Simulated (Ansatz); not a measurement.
HfB₂:
```
CELL_PARAMETERS angstrom
      3.12728     0.00000     0.00000
     -1.56364     2.70830     0.00000
      0.00000     0.00000     3.44685
ATOMIC_POSITIONS crystal
  Hf 0.00000 0.00000 0.00000
  B  0.33333 0.66667 0.50000
  B  0.66667 0.33333 0.50000
```

This is the PBEsol-relaxed structure.

Q: All from DFT-PBEsol in the program Ansatz with PAW potentials, unless another level is named. Predict the bulk modulus (Birch–Murnaghan fit).

A: 260 GPa.

Q: And the highest zone-centre frequency?

A: 819 cm⁻¹.

Space group P6/mmm. Symmetry was held in the PBEsol relaxation; of distortions, only those at the zone centre were tested. No spin polarisation was allowed. As this level gives no gap, phonon frequencies hold no LO–TO term and depend on the k-mesh and smearing (Fermi–Dirac, 0.1 eV here). Scalar-relativistic: spin–orbit coupling is off unless named, which matters more the heavier the elements.

Potentials: the later of the program's two PAW sets.
